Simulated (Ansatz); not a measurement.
## Zone-centre modes in Cs₃SbF₆

These are results of DFT PBEsol, scalar-relativistic, plane waves, PAW in Ansatz, not measurements. The runs took a 420 eV cutoff, a Γ-centred 4×4×4 mesh and Gaussian smearing (0.05 eV). No spin polarisation.

Reference structure (relaxed at this level; it needn't be the usual structure):

```
CELL_PARAMETERS angstrom
0.00000 4.96556 4.96556
4.96556 0.00000 4.96556
4.96556 4.96556 0.00000
ATOMIC_POSITIONS crystal
Cs 0.75000 0.75000 0.75000
Cs 0.25000 0.25000 0.25000
Cs 0.50000 0.50000 0.50000
Sb 0.00000 0.00000 0.00000
F 0.77938 0.22062 0.22062
F 0.22062 0.22062 0.77938
F 0.22062 0.77938 0.77938
F 0.22062 0.77938 0.22062
F 0.77938 0.22062 0.77938
F 0.77938 0.77938 0.22062
```

Harmonic modes by finite displacements of 0.02 Å, without the LO–TO term.

(1) At this geometry, is the structure stable against these modes?

(2) List the wavenumbers in cm⁻¹.

Answers

(1) No: 9 modes are unstable, the strongest at 85i cm⁻¹.

(2) 85i, 85i, 85i, 85i, 85i, 85i, 24i, 24i, 24i, 0, 0, 0, 20, 20, 20, 41, 41, 41, 123, 123, 123, 132, 132, 132, 270, 270, 270, 340, 340, 450.

Cost: 1 run of about 1.7 core-minutes, on Intel Xeon Platinum 8375C (Ice Lake) (shared hosts).